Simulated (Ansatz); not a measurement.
Starting cell, CsSnI$_{3}$ (cubic perovskite):

```yaml
crystal:
  lattice:
    - [6.22445, 0.00000, 0.00000]
    - [0.00000, 6.22445, 0.00000]
    - [0.00000, 0.00000, 6.22445]
  atoms:
    - { symbol: Cs, position: [0.00000, 0.00000, 0.00000] }
    - { symbol: Sn, position: [0.50000, 0.50000, 0.50000] }
    - { symbol: I, position: [0.00000, 0.50000, 0.50000] }
    - { symbol: I, position: [0.50000, 0.50000, 0.00000] }
    - { symbol: I, position: [0.50000, 0.00000, 0.50000] }
```

In each cell atom 1 (Cs, nearest neighbour I at 4.401 Å; its periodic images, 6.2 Å or more away, move with it) moves by s·(0.577, 0.577, 0.577) (along Cartesian [111]), the rest being held.

Computed with r2SCAN (plane waves to 500 eV, PAW, scalar-relativistic; Ansatz, a quantum-chemistry and plane-wave program). k mesh 5×5×5 (Γ-centred), Fermi-Dirac smearing 0.05 eV. The energy includes the smearing's −TS. On this mesh the relaxed cell isn't quite at rest: it carries a pressure of -0.1 GPa (compression positive) at the zero of the scan. CsSnI3 was relaxed with its symmetry unable to fall. Spin-orbit coupling is left out, though I is heavy. This is a high-temperature form of CsSnI3. The zero of ΔE is the undisplaced structure.

Successive frames, forces in eV/Å:

```json
[
 {"frame": "s = -0.264 Å", "ΔE (meV/cell)": "5", "F on Cs1": "(0.025, 0.025, 0.025)", "F on Sn2": "(-0.009, -0.009, -0.009)", "F on I3": "(-0.008, -0.004, -0.004)", "F on I4": "(-0.004, -0.004, -0.008)", "F on I5": "(-0.004, -0.008, -0.004)"},
 {"frame": "s = 0.000 Å", "ΔE (meV/cell)": "0", "F on Cs1": "(0.000, 0.000, 0.000)", "F on Sn2": "(0.000, 0.000, 0.000)", "F on I3": "(0.000, 0.000, 0.000)", "F on I4": "(0.000, 0.000, 0.000)", "F on I5": "(0.000, 0.000, 0.000)"},
 {"frame": "s = 0.264 Å", "ΔE (meV/cell)": "5", "F on Cs1": "(-0.025, -0.025, -0.025)", "F on Sn2": "(0.009, 0.009, 0.009)", "F on I3": "(0.008, 0.004, 0.004)", "F on I4": "(0.004, 0.004, 0.008)", "F on I5": "(0.004, 0.008, 0.004)"}
]
```

### Question
What are the energy and the forces in the next frame, s = 0.528 Å?

### Answer
ΔE (meV/cell) = 29.

```csv
atom,Fx,Fy,Fz
Cs1,-0.089,-0.089,-0.089
Sn2,0.019,0.019,0.019
I3,0.014,0.028,0.028
I4,0.028,0.028,0.014
I5,0.028,0.014,0.028
```

(For displaced atoms, the force is minus the slope of the energy, and its curvature is a force constant, which sets phonon frequencies.)
